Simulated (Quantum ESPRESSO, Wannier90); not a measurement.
# TlBr (CsCl type): Wannier90 run

```
TlBr
1.0
    3.99991     0.00000     0.00000
    0.00000     3.99991     0.00000
    0.00000     0.00000     3.99991
Tl Br
1 1
Direct
  0.00000   0.00000   0.00000
  0.50000   0.50000   0.50000
```

Materials Project entry mp-22875; symmetrised, unrelaxed at this level. COD (Crystallography Open Database) has an entry of this formula and space group (matched by these alone). Computed values, not measurements, from PBE: Quantum ESPRESSO (norm-conserving PseudoDojo potentials, cutoff 49 Ry, no spin polarisation, no spin-orbit coupling) on a Γ-centred 6×6×6 mesh, then Wannier90. Density: 8×8×8 mesh, cold smearing 0.01 Ry. Spin-orbit coupling is left out although heavy elements are present.

Functional, cutoff and mesh named above are those of the base row (6×6×6); the first column says what each row takes instead. Model: 5 functions from bands 1,7-10, start atomic waves Br 4p, Br 4s, Tl 6s (the valence bands). Energies are relative to the valence-band maximum; the misfit is to pw.x on a path, for all bands of the set. Only the mesh of Bloch states changes. Ω_total can sit in another minimum from row to row; Ω_I of an isolated set cannot.

Task: Among the meshes 2×2×2, 3×3×3, 4×4×4, 5×5×5, 6×6×6, 7×7×7, which is the coarsest that interpolates to 20 meV rms?

Result: 4×4×4.

| mesh | Ω_I (Å²) | Ω_total (Å²) | rms misfit (meV) | k-points (cost) | rough cost of nscf and overlaps (first row = 1) |
|---|---|---|---|---|---|
| 2×2×2 | 5.63 | 7.23 | 103 | 8 | 1.0 |
| 3×3×3 | 7.06 | 8.92 | 77 | 27 | 1.4 |
| 4×4×4 | 7.55 | 9.37 | 14 | 64 | 2.8 |
| 5×5×5 | 7.91 | 9.77 | 15 | 125 | 4 |
| 6×6×6 | 8.08 | 9.93 | 3.5 | 216 | 7 |
| 7×7×7 | 8.20 | 10.07 | 4.3 | 343 | 11 |

Ω_I still rises with the mesh: the finite-difference spreads converge slowly and from below.
